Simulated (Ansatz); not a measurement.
Lu (hcp (Mg type), P6_3/mmc) at seven volumes, plane-wave PAW r²SCAN (Ansatz code), shape and atoms relaxed at each. One row is withheld.

```csv
V (Å³/atom),P (GPa)
26.392,5.09
27.262,3.16
28.132,1.48
29.002,0.00
29.872,?
30.742,-2.46
31.612,-3.48
```

Q: Fit the shown pressures and predict the withheld one.

A: P = (3/2)B₀(x^(7/2) − x^(5/2))[1 + (3/4)(B′ − 4)(x − 1)] with x = (V₀/V)^(2/3). Least squares on the six rows gives V₀ = 28.999 Å³/atom, B₀ = 46.4 GPa, B′ = 3.24. At V = 29.872, x = 0.9804 and P = -1.31 GPa. The run itself gave -1.31 GPa.

The r²SCAN relaxation kept the symmetry of its start; of distortions, only those at the zone centre were tested. Scalar-relativistic: spin–orbit coupling is off unless named, which matters more the heavier the elements.

Potentials: the later of the program's two PAW sets.
